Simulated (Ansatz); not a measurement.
## Optical constants of CdPdO$_{3}$

All numbers below come from DFT LDA, scalar-relativistic, plane waves, PAW in Ansatz. Plane waves to 420 eV; Γ-centred k mesh 10×10×10; Fermi-Dirac smearing of 0.15 eV. No spin polarisation.

Equilibrium structure at this level:
```xyz
5
Lattice="3.8530 0.0000 0.0000 0.0000 3.8530 0.0000 0.0000 0.0000 3.8530" Properties=species:S:1:pos:R:3 pbc="T T T"
Cd    0.0000    0.0000    0.0000
Pd    1.9265    1.9265    1.9265
O     0.0000    1.9265    1.9265
O     1.9265    0.0000    1.9265
O     1.9265    1.9265    0.0000
```

The cell was built by swapping an element in a database structure (itself possibly hypothetical) and relaxing; it need not be the stable form of this composition. In a metal these results depend on the k mesh and the smearing. Spin polarisation was left out, and a magnetic state may lie lower. A semilocal functional can close a gap that the real compound has.

Independent-particle response (no local fields, no excitons) on a 16×16×16 mesh, broadened by 0.1 eV; the Drude term is undamped and its weight carries the smearing above, which sets much of it in a semimetal. The run couldn't bound its error over part or most of this range, so small peaks and near ties are unsure. Light polarised along y. ε₁ lacks the small share of bands above those solved.

Question: Tabulate ε₁ and ε₂ against photon energy.

Answer:
```csv
E (eV),ε₁,ε₂
0.3,-303.02,36.19
0.7,-51.41,20.99
1.1,-20.49,7.53
1.5,-7.55,5.84
1.9,-2.45,5.55
2.3,-0.03,5.26
2.7,1.93,5.17
3.1,3.00,6.09
3.5,2.98,9.13
3.9,0.62,10.70
4.3,-3.17,6.13
4.7,-2.00,3.98
5.1,-1.11,3.01
5.5,-0.31,2.40
5.9,0.44,2.20
6.3,0.77,2.20
6.7,1.34,1.93
7.1,2.16,2.80
7.5,1.47,3.26
7.9,1.59,3.86
8.3,0.14,4.43
8.7,-0.59,2.79
9.1,-0.13,2.03
9.5,0.30,2.23
9.9,0.03,1.71
10.3,0.34,1.43
10.7,0.57,1.37
11.1,0.70,1.37
11.5,0.49,1.11
11.9,1.15,0.70
```

Question: Where is the highest local maximum of ε₂ between 0.3 and 12 eV?

Answer: At 0.7 eV, where ε₂ = 21.0.

Symmetry holds off the tilts and polar distortions that many cubic perovskites undergo.